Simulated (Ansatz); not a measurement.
## Eu₃Si in the antiAuCu3 structure

Computed with Ansatz (plane waves, PAW, 420 eV cutoff): PBE, scalar-relativistic, collinear spin, Γ-centred 8×8×8 mesh, 0.05 eV Gaussian smearing. The datasets are Ansatz's generated set soft_2.

```yaml
crystal:
  lattice:
    - [4.83791, 0.00000, 0.00000]
    - [0.00000, 4.83791, 0.00000]
    - [0.00000, 0.00000, 4.83791]
  atoms:
    - { symbol: Eu, position: [0.00000, 0.50000, 0.50000] }
    - { symbol: Eu, position: [0.50000, 0.50000, 0.00000] }
    - { symbol: Eu, position: [0.50000, 0.00000, 0.50000] }
    - { symbol: Si, position: [0.00000, 0.00000, 0.00000] }
```

The cell came from substitution into a structure type; whether the compound takes it is for experiment to say.

Magnetic state: ferromagnetic, site spin moments Eu 6.99; Si -0.18 μB.

Cell and atoms are those of this level's equilibrium.

The cell has space group Pm-3m (read at 0.01 Å). In it the stress is 0.00, 0.00, 0.00, 0.00, 0.00, 0.00 GPa and the largest force component 0.000 eV/Å. Each change below starts from this cell, without further relaxation. Stress is in GPa, positive in compression, in the order xx, yy, zz, yz, xz, xy; energies are counted from the cell above and are free energies with the smearing's entropy, which match forces and stress in a metal.

Q: One atom was moved along a Cartesian axis, and these forces appeared. Which atom, and about how far?
```
atom  Fx (eV/Å)      Fy     Fz
 Eu1      0.000  -0.165  0.000
 Eu2      0.000  -0.035  0.000
 Eu3      0.000   0.173  0.000
 Si4      0.000   0.026  0.000
```

A: Atom 1 (Eu) is moved by 0.08 Å along y; the energy changes by 6.6 meV per cell.

Without a U the 4f levels of Eu lie too near the Fermi level, so their share of the states there, and what hangs on it, is overstated. Scalar-relativistic only: spin–orbit splittings of the heavy atoms' levels are missing. Site moments are of spin, integrated over atomic spheres.
